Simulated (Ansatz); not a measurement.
# One atom moved along a line in In₃Se

The calculation used DFT PBEsol+D3(BJ), scalar-relativistic, plane waves, PAW (Ansatz 0.2.0). Settings: plane waves to 420 eV, k-mesh 10×10×10 (Γ-centred), Gaussian smearing 0.15 eV. No spin polarisation. Energies are free energies at this smearing, counted from the undisturbed cell; pressure is positive in compression.

Reference structure (relaxed at this level; it needn't be the usual structure):

```
In Se
1.0
     4.58785    0.00000    0.00000
     0.00000    4.58785    0.00000
     0.00000    0.00000    4.58785
In Se
3 1
Direct
  0.00000 0.50000 0.50000
  0.50000 0.00000 0.50000
  0.50000 0.50000 0.00000
  0.00000 0.00000 0.00000
```

Atom 4 (Se) is moved by x along the Cartesian unit vector (-1.000, 0.000, 0.000); the cell and all other atoms stay fixed. The cell is metallic on the mesh throughout.

```
  x (Å)  ΔE (meV/cell) force along x on the moved atoms (eV/Å) pressure (GPa)
-0.3000           25.5                                     0.19             0.5
-0.1500            5.9                                     0.08             0.1
 0.0000            0.0                                     0.00             0.0
 0.0750            1.4                                    -0.04             0.0
 0.2250           13.6                                    -0.13             0.3
 0.2625           19.0                                    -0.16             0.4
```

By symmetry 0.3000 repeats -0.3000, -0.2250 repeats 0.2250, 0.1500 repeats -0.1500, -0.0750 repeats 0.0750 in energy, with the opposite slope along the path.

Cost: 6 runs of about 1.6 core-minutes in all, on Intel Xeon 6975P-C (Granite Rapids) (shared hosts).